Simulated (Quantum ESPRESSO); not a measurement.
# Band energies of BaTiO3

```
BaTiO3
1.0
    2.84826     1.64444     2.33556
   -2.84826     1.64444     2.33556
    0.00000    -3.28888     2.33556
O Ti Ba
3 1 1
Cartesian
 -1.39784   0.80704   4.57214
  0.00000  -1.61408   4.57214
  1.39784   0.80704   4.57214
  0.00000   0.00000   3.59674
  0.00000   0.00000   0.00098
```

norm-conserving PBEsol (Quantum ESPRESSO, 84 Ry, scalar-relativistic); path ΓLB1,BZΓX,QFP1Z,LP; energies in eV from the valence-band maximum.

| k (1/Å) | point | band 16 | band 17 | band 18 | band 19 | band 20 | band 21 | band 22 | band 23 |
|---|---|---|---|---|---|---|---|---|---|
| 0.00 | Γ | -1.31 | -1.06 | -0.52 | -0.39 | -0.39 | 2.37 | 2.37 | 2.52 |
| 0.39 |  | -1.73 | -1.39 | -1.20 | -0.65 | -0.62 | 2.45 | 3.04 | 3.13 |
| 0.78 | L | -2.03 | -1.66 | -1.59 | -0.94 | -0.81 | 2.52 | 3.74 | 3.84 |
| 0.96 |  | -2.17 | -1.39 | -1.29 | -1.21 | -0.73 | 2.61 | 3.74 | 3.85 |
| 1.51 |  | -2.37 | -2.28 | -0.49 | -0.33 | -0.21 | 3.92 | 4.13 | 4.21 |
| 1.88 | B1 | -2.35 | -2.30 | -0.02 | -0.02 | 0.00 | 4.28 | 4.43 | 4.43 |
| 1.88 | B | -2.35 | -2.30 | -0.02 | -0.02 | 0.00 | 4.28 | 4.43 | 4.43 |
| 1.88 | Z | -2.35 | -2.30 | -0.02 | -0.02 | 0.00 | 4.28 | 4.43 | 4.43 |
| 2.07 |  | -2.36 | -2.36 | -0.15 | -0.15 | -0.06 | 4.21 | 4.34 | 4.34 |
| 2.65 |  | -2.21 | -2.20 | -0.74 | -0.74 | -0.68 | 3.27 | 3.28 | 3.28 |
| 3.23 | Γ | -1.31 | -1.06 | -0.52 | -0.39 | -0.39 | 2.37 | 2.37 | 2.52 |
| 3.78 |  | -2.04 | -1.59 | -1.05 | -0.87 | -0.47 | 2.95 | 3.19 | 3.38 |
| 4.14 |  | -2.53 | -1.56 | -0.99 | -0.89 | -0.13 | 3.69 | 3.75 | 4.07 |
| 4.33 | X | -2.62 | -1.63 | -0.87 | -0.83 | -0.06 | 3.83 | 3.83 | 4.17 |
| 4.33 | Q | -2.62 | -1.63 | -0.87 | -0.83 | -0.06 | 3.83 | 3.83 | 4.17 |
| 4.33 | F | -2.62 | -1.63 | -0.87 | -0.83 | -0.06 | 3.83 | 3.83 | 4.17 |
| 5.10 | P1 | -2.35 | -2.30 | -0.02 | -0.02 | 0.00 | 4.28 | 4.43 | 4.43 |
| 5.10 | Z | -2.35 | -2.30 | -0.02 | -0.02 | 0.00 | 4.28 | 4.43 | 4.43 |
| 6.20 | L | -2.03 | -1.66 | -1.59 | -0.94 | -0.81 | 2.52 | 3.74 | 3.84 |
| 6.48 |  | -2.27 | -1.41 | -1.16 | -1.02 | -0.97 | 2.88 | 3.77 | 3.84 |
| 7.30 | P | -2.35 | -2.30 | -0.02 | -0.02 | 0.00 | 4.28 | 4.43 | 4.43 |

The PBEsol gap is indirect, 2.37 eV, from Z to Γ; the smallest direct gap is 2.76 eV.

Geometry of the Materials Project entry, not relaxed at this level.
